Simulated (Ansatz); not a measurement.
Li:
```
CELL_PARAMETERS angstrom
      0.00000     2.11676     2.11676
      2.11676     0.00000     2.11676
      2.11676     2.11676     0.00000
ATOMIC_POSITIONS crystal
  Li 0.00000 0.00000 0.00000
```

Relaxed with LDA. Special points in fractions of this cell's reciprocal vectors: Γ (0.000, 0.000, 0.000); X (0.500, 0.000, 0.500); U (0.625, 0.250, 0.625); K (0.375, 0.375, 0.750); L (0.500, 0.500, 0.500); W (0.500, 0.250, 0.750).

### Question
List the band energies nearest the Fermi level at these points for LDA (plane waves, PAW; program Ansatz).

### Answer
In eV from the Fermi level; about four levels below and three above (degenerate sets whole), none deeper than 8.9 eV; … stands for higher levels left out; points with the same levels are listed once.

```json
[
 {"k": "Γ", "below": "-3.58", "above": "…"},
 {"k": "X", "below": "–", "above": "1.55 5.01 …"},
 {"k": "U", "below": "–", "above": "2.58 3.16 …"},
 {"k": "L", "below": "-0.05", "above": "3.18 …"},
 {"k": "W", "below": "–", "above": "3.60 3.60 …"}
]
```

Space group Fm-3m (fcc (Cu type)). The workflow started from a Materials Project entry (that database holds measured and hypothetical structures alike); the Crystallography Open Database files this formula in space group No. 225, but the cells were not matched. It is not the phase usual at ambient conditions (space group No. 229). The cell was relaxed with LDA under the symmetry of its start; its stability against distortions is not shown here.

Potentials: the earlier of the program's two PAW sets. The files were generated under PBE; for other functionals the program regenerates the frozen cores, and for LDA and PBEsol the local potential too.
